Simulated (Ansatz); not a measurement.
Al2Au:
```yaml
crystal:
  lattice:
    - [-1.81858, 1.81858, 3.82780]
    - [1.81858, -1.81858, 3.82780]
    - [1.81858, 1.81858, -3.82780]
  atoms:
    - { symbol: Au, position: [0.00000, 0.00000, 0.00000] }
    - { symbol: Al, position: [0.33552, 0.33552, 0.00000] }
    - { symbol: Al, position: [0.66448, 0.66448, 0.00000] }
```

Relaxed with r²SCAN. Special points in fractions of this cell's reciprocal vectors: Γ (0.000, 0.000, 0.000); X (0.000, 0.000, 0.500); P (0.250, 0.250, 0.250); N (0.000, 0.500, 0.000); M (0.500, 0.500, -0.500); S (0.306, 0.694, -0.306); S0 (-0.306, 0.306, 0.306); R (-0.113, 0.113, 0.500); G (0.500, 0.500, -0.113).

Q: List the band energies nearest the Fermi level at these points for plane-wave PAW r²SCAN (Ansatz code).

A: In eV from the Fermi level; about four levels below and three above (degenerate sets whole), none deeper than 8.9 eV; points with the same levels are listed once.

```csv
k,below,above
Γ,-6.14 -6.14 -5.47 -0.38,0.99 2.68 2.68
X,-3.53 -3.28 -1.75 -0.58,0.10 5.19 5.33
P,-3.66 -3.54 -3.54 -2.79,0.38 1.89 2.48 2.48
N,-6.12 -5.76 -4.55 -3.07,0.63 3.22 4.54
M,-5.68 -5.68 -5.41 -0.47 -0.47,2.36 4.44 8.90 8.90
S,-5.99 -5.74 -4.84 -4.50,1.96 2.65 5.66
R,-4.71 -4.04 -3.91 -2.53,1.32 1.94 5.55
```

Space group I4/mmm (MoSi2 or CaC2 type). A made-up cell: these elements were put on the sites of a structure type; neither database checked (COD, Materials Project) lists it. COD files the formula under space group No. 225. Whether it is the stable phase at ambient conditions was not checked. The cell was relaxed with r²SCAN under the symmetry of its start; its stability against distortions is not shown here. Scalar-relativistic: spin–orbit coupling is off unless named, which matters more the heavier the elements.

Potentials: the later of the program's two PAW sets.
